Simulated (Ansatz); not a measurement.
Relaxed candidate structures of S:

**A**
```
S
1.0
   -3.41987     3.41987     3.41987
    3.41987    -3.41987     3.41987
    3.41987     3.41987    -3.41987
S
8
Direct
  0.25000   0.25000   0.25000
  0.50000   0.00000   0.25000
  0.00000   0.25000   0.50000
  0.25000   0.50000   0.00000
  0.75000   0.75000   0.75000
  0.50000   0.00000   0.75000
  0.00000   0.75000   0.50000
  0.75000   0.50000   0.00000
```

**B**
```xyz
1
Lattice="0.0000 2.0010 2.0010 2.0010 0.0000 2.0010 2.0010 2.0010 0.0000" Properties=species:S:1:pos:R:3 pbc="T T T"
S      0.0000     0.0000     0.0000
```

**C**
```
S
1.0
    0.00000     2.87930     2.87930
    2.87930     0.00000     2.87930
    2.87930     2.87930     0.00000
S
2
Direct
  0.00000   0.00000   0.00000
  0.25000   0.25000   0.25000
```

Put the candidates in order of energy per atom, lowest first, for r2SCAN (plane waves to 500 eV, PAW, scalar-relativistic; Ansatz, a program for electronic structure).

A (reference), C (+0.25 eV/atom), B (+0.55 eV/atom)

The lowest structure calculated, P-1, aP8, is not among these; it lies 0.84 eV/atom below the lowest of them. 4 runs with a doubtful electronic state, a coarser numerical grid, an end not at rest or a source that can't be used are left out; one of them points to a structure below all those listed. 9 generated cells of layers, chains or molecules, poorly bound without dispersion, are left out. Each run could gain symmetry but not lose that of its start, so entries can be saddle points. The element's ambient structure is not among those calculated here. All of these are generated cells (placed on structure types, drawn at random, substituted or restacked) that were not matched to a known phase here. Static energies at zero pressure. No spin polarisation in the result. Without a van der Waals term the distances between weakly bound units are poorly fixed.
